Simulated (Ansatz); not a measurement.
HfC: what symmetry allows forces and stress to be

```xyz
4
Lattice="3.3429 0.0000 0.0000 -1.6714 2.8950 0.0000 0.0000 0.0000 5.2027" Properties=species:S:1:pos:R:3 pbc="T T T"
Hf    1.6714    0.9650    3.9020
Hf    0.0000    1.9300    1.3007
C     0.0000    0.1500    0.0000
C     0.0000    0.0000    2.6014
```

Theory: DFT PBEsol, scalar-relativistic, plane waves, PAW in Ansatz.

Plane waves to 420 eV, a k mesh through Γ of 12×12×8 on the computed 4-atom cell and Gaussian smearing (0.10 eV); no spin polarisation.

This distorted cell has space group Cm, with 2 operations.

Task: Without a calculation: in which directions can each atom feel a force?

Result: A force must be left unchanged by every operation that keeps its atom in place, so it lies in the space that those operations leave fixed. Atoms that the group maps onto each other feel forces of one size.
| atom | site symmetry | operations at the site | equivalent to atom | allowed force (Cartesian) |
| --- | --- | --- | --- | --- |
| Hf1 | m | 2 | 1 | in the plane normal to (1.00, 0.00, 0.00) |
| Hf2 | m | 2 | 2 | in the plane normal to (1.00, 0.00, 0.00) |
| C3 | m | 2 | 3 | in the plane normal to (1.00, 0.00, 0.00) |
| C4 | m | 2 | 4 | in the plane normal to (1.00, 0.00, 0.00) |

That leaves 8 independent force components of 12, tied by 2 conditions that the forces sum to zero, so 6 remain. A relaxation in this cell that keeps the symmetry moves the atoms in these directions alone.

Task: And the stress tensor?

Result: It must be invariant under the point group, which leaves 4 independent components: xz, xy vanish.

Task: Do the computed values obey this?

Result: Yes. Forces (eV/Å):
```
Hf1  0.000  1.032 -0.150
Hf2  0.000  1.269  0.164
C3   0.000 -1.862 -0.018
C4   0.000 -0.439  0.004
```

Stress (GPa, compression positive, xx yy zz yz xz xy): -7.07 -7.06 -4.63 0.98 0.00 0.00. The program imposes the same operations on density, forces and stress, so this confirms the analysis and is no independent test of the calculation.

Spin–orbit coupling is left out, which can shift energies with elements as heavy as these.

This form isn't the usual stable structure of the compound.